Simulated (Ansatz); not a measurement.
## Elastic constants of TiB: input and output

All numbers below come from Ansatz, DFT LDA, scalar-relativistic, plane waves, PAW.

Launched with:
```bash
ansatz run input.yaml --threads 1 --pin off --max-ram 3072MiB --backend cpu --events-out ev --progress --plain --runs-dir out
```

Input (bare energies are in eV):
```yaml
crystal:
  lattice:
    - [0.0, 2.4318928488, 2.4318928488]
    - [2.4318928488, 0.0, 2.4318928488]
    - [2.4318928488, 2.4318928488, 0.0]
  atoms:
    - { symbol: Ti, position: [0.75, 0.75, 0.75] }
    - { symbol: B, position: [0.0, 0.0, 0.0] }
basis:
  ecutwfc: 420
kpoints:
  mp_grid: { grid: [16, 16, 16] }
hamiltonian:
  xc: lda
scf:
  occupations: { method: fermi_dirac, width: 0.15 }
output:
  forces: true
  stress: true
  eigenvalues: true
elastic:
  mode: relaxed_ion
  amplitude: 0.005
```

From the output:
```
--- Elastic constants: 2 strain directions × 4 members + reference (group order 24) ---
  dense FFT box of the reference and of every strained cell: 24×24×24
  strains applied: 11, 23; error gains: componentwise 1.00 (the most a stress slope's error grows in a printed constant), spectral 1.73 (1 for all six strains in a standard setting)
  C = ∂σ_k/∂η_j (tension-positive GPa; Voigt order 11 22 33 23 13 12):
        85.373    125.972    125.972     -0.000     -0.000     -0.000
       125.972     85.373    125.972     -0.000     -0.000     -0.000
       125.972    125.972     85.373     -0.000     -0.000     -0.000
         0.000     -0.000     -0.000     -2.145     -0.000     -0.000
        -0.000     -0.000      0.000     -0.000     -2.145     -0.000
         0.000      0.000     -0.000     -0.000     -0.000     -2.145
  reference stress σ⁰ (GPa):     -0.004     -0.004     -0.004      0.000      0.000      0.000
  C* (energy form; C + prestress term) asymmetry max|C*_kj − C*_jk| = 2.842e-14 GPa — a small one proves nothing (zero by symmetry where the batch's group is 432, −43m or m−3m); a large one is finite-difference/SCF noise where every solve ...
  moduli (Voigt/Reuss/Hill, GPa): K = 112.44/112.44/112.44   G = -9.41/-3.34/-6.37   E = -19.49   ν = 0.529
  mechanically stable: NO (min eigenvalue of sym C = -40.60 GPa)
  strain η (Voigt 11):  stress-route row diagonal C_11 = 85.37 GPa, energy-path curvature d²(F+E_count+ΔE)/dδ²/Ω₀ = 85.38 GPa
    cells at ±δ against ±2δ: C11 85.36 and 85.30 GPa, apart by 0.04 % of the column's largest entry
         δ    σ_11 (GPa) F (eV) n_scf n_hpsi n_pw
    -1.000e-2      -0.8474       -2598.5585361       8   77108    568   relax 0 steps, max|allowed force component| 2.36e-16 eV/Å
    -5.000e-3      -0.4285       -2598.5591080       3   60414    572   relax 0 steps, max|allowed force component| 2.78e-16 eV/Å
     5.000e-3       0.4251       -2598.5591120       3   59182    588   relax 0 steps, max|allowed force component| 2.78e-16 eV/Å
     1.000e-2       0.8587       -2598.5585354       6   62273    588   relax 0 steps, max|allowed force component| 2.36e-16 eV/Å
  strain η (Voigt 23):  stress-route row diagonal C_44 = -2.15 GPa, energy-path curvature d²(F+E_count+ΔE)/dδ²/Ω₀ = -2.18 GPa
    cells at ±δ against ±2δ: C44 -2.16 and -2.20 GPa, apart by 2.06 % of the column's largest entry
         δ    σ_23 (GPa) F (eV) n_scf n_hpsi n_pw
    -1.000e-2       0.0220       -2598.5593209       6  103223    576   relax 3 steps, max|allowed force component| 1.82e-5 eV/Å
    -5.000e-3       0.0108       -2598.5593058       6  102501    576   relax 2 steps, max|allowed force component| 5.15e-6 eV/Å
     5.000e-3      -0.0108       -2598.5593058       6  102469    576   relax 2 steps, max|allowed force component| 1.33e-9 eV/Å
     1.000e-2      -0.0220       -2598.5593209       6  102664    576   relax 2 steps, max|allowed force component| 5.40e-6 eV/Å
```

Time: 3.9 min on 1 thread of Arm Neoverse V2, on a shared host, peak memory 0.58 GiB.

In a metal, frequencies and elastic constants depend on the k mesh and the smearing, soft modes and shear constants most. The constants from two strain amplitudes disagree, so they are only loosely converged.

As the tensor has a negative eigenvalue, the Reuss and Hill moduli of a polycrystal, and E and ν formed from them, have no physical meaning here.